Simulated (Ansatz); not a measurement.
CsPbCl3 (cubic perovskite, space group No. 221) at seven volumes, plane-wave PAW PBEsol (Ansatz code), scaled uniformly. One row is withheld.

```tsv
V (Å³/atom)	P (GPa)
32.229	2.93
33.291	?
34.354	0.82
35.416	0.00
36.479	-0.69
37.541	-1.27
38.604	-1.75
```

Question: Fit the shown pressures and predict the withheld one.

Answer: P = (3/2)B₀(x^(7/2) − x^(5/2))[1 + (3/4)(B′ − 4)(x − 1)] with x = (V₀/V)^(2/3). Least squares on the six rows gives V₀ = 35.417 Å³/atom, B₀ = 24.9 GPa, B′ = 4.69. At V = 33.291, x = 1.0421 and P = 1.78 GPa. The run itself gave 1.78 GPa.

Space group Pm-3m (cubic perovskite). This is a known high-temperature phase of the composition, computed here at zero pressure and temperature. The PBEsol relaxation kept the symmetry of its start; of distortions, only those at the zone centre were tested, and some modes there are weakly imaginary. Scalar-relativistic: spin–orbit coupling is off unless named, which matters more the heavier the elements.

Potentials: the later of the program's two PAW sets.
